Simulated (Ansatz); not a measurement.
YGaNi:
```xyz
12
Lattice="6.9045 0.0000 0.0000 0.0000 4.2948 0.0000 0.0000 0.0000 7.2106" Properties=species:S:1:pos:R:3 pbc="T T T"
Y      0.1137     3.2211     5.0408
Y      6.7908     1.0737     2.1698
Y      3.3386     1.0737     1.4355
Y      3.5660     3.2211     5.7751
Ga     1.2594     3.2211     0.5942
Ga     5.6452     1.0737     6.6164
Ga     2.1929     1.0737     4.1995
Ga     4.7117     3.2211     3.0111
Ni     5.5128     3.2211     0.6416
Ni     1.3917     1.0737     6.5690
Ni     4.8440     1.0737     4.2469
Ni     2.0606     3.2211     2.9637
```

Relaxed with r²SCAN. Special points in fractions of this cell's reciprocal vectors: Γ (0.000, 0.000, 0.000); X (0.500, 0.000, 0.000); S (0.500, 0.500, 0.000); Y (0.000, 0.500, 0.000); Z (0.000, 0.000, 0.500); U (0.500, 0.000, 0.500); R (0.500, 0.500, 0.500); T (0.000, 0.500, 0.500).

Problem. List the band energies nearest the Fermi level at these points for DFT-r²SCAN in the program Ansatz with PAW potentials.

Solution. In eV from the Fermi level; about four levels below and three above (degenerate sets whole), none deeper than 8.9 eV; points with the same levels are listed once.

```
k                          below                above
-  -----------------------------  -------------------
Γ  -0.67 -0.67 -0.56 -0.33 -0.17       0.56 0.90 1.31
X        -0.86 -0.86 -0.38 -0.38  0.74 0.74 1.04 1.04
S        -0.75 -0.75 -0.75 -0.75  0.38 0.38 0.38 0.38
Y        -1.13 -1.13 -0.51 -0.51  0.04 0.04 0.09 0.09
Z        -0.81 -0.81 -0.21 -0.21  0.15 0.15 0.43 0.43
U        -0.40 -0.40 -0.31 -0.31  0.82 0.82 1.00 1.00
R        -0.57 -0.57 -0.57 -0.57  0.45 0.45 0.45 0.45
T        -0.48 -0.48 -0.29 -0.29  0.01 0.01 1.11 1.11
```

Space group Pnma. The workflow started from a Materials Project entry (that database holds measured and hypothetical structures alike); the Crystallography Open Database copy checked does not list it. Whether it is the stable phase at ambient conditions was not checked. Symmetry was held in the r²SCAN relaxation; its stability against distortions is not shown here. No spin polarisation was allowed. Scalar-relativistic: spin–orbit coupling is off unless named, which matters more the heavier the elements.

Potentials: the later of the program's two PAW sets.
